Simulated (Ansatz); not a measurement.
An element in the sc structure gives these cold pressures by all-electron LAPW under PBEsol (Ansatz 0.2.0, scalar-relativistic, no spin polarisation).

| V (Å³/atom) | P (GPa) |
| --- | --- |
| 41.50 | 0.03 |
| 37.35 | 1.43 |
| 33.20 | 3.56 |
| 29.05 | 6.92 |
| 24.90 | 12.95 |
| 20.75 | 24.9 |
| 16.60 | 46.7 |

(1) Which element is it?

Results:

(1) Ca. Its zero-pressure volume in this structure is near 41.5 Å³/atom; the volume and the steepness of P(V) together point to it, though neighbours can come close. Neighbours weren't tried against these numbers.
